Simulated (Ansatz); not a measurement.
The relaxed structure here is a generated cell of Rh: the first start was made by a random draw of sites in a space group, and the end was not matched to a known phase here, so it may be hypothetical. Known forms of Rh include space group No. 225.

The end point of a relaxation of Rh. These are r2SCAN (plane waves to 500 eV, PAW, scalar-relativistic; Ansatz, a quantum-chemistry and plane-wave program) values and carry that method's errors.

```cif
data_Rh3
_chemical_formula_sum 'Rh3'
_space_group_name_H-M_alt 'P 1'
_space_group_IT_number 1
_cell_length_a 3.65455
_cell_length_b 3.65455
_cell_length_c 3.65455
_cell_angle_alpha 90.000
_cell_angle_beta 90.000
_cell_angle_gamma 90.000
loop_
_space_group_symop_operation_xyz
  'x, y, z'
loop_
_atom_site_label
_atom_site_type_symbol
_atom_site_fract_x
_atom_site_fract_y
_atom_site_fract_z
_atom_site_occupancy
Rh1 Rh 0.00000 0.50000 0.50000 1
Rh2 Rh 0.50000 0.00000 0.50000 1
Rh3 Rh 0.50000 0.50000 0.00000 1
```

**Question.** Determine the symmetry and give the standard cell with its independent sites.

**Answer.** Space group Pm-3m (No. 221); a = 3.6545 Å, b = 3.6545 Å, c = 3.6545 Å, α = 90.00°, β = 90.00°, γ = 90.00°

```
atom  site  symmetry       x       y       z
----  ----  --------  ------  ------  ------
Rh      3c    4/mm.m  0.0000  0.5000  0.5000
```

**Question.** Give the shortest distances between elements (the closest pairs, up to four, under 3.6 Å).

**Answer.** Rh–Rh 2.58 Å.

The volume per atom comes out as 16.27 Å³ and the band gap comes out as no gap (metallic).

No spin polarisation in the result.

The run could not lose the symmetry of its start, so the end can be a saddle point.

All atoms sit on sites fixed by symmetry, so only the cell could relax.
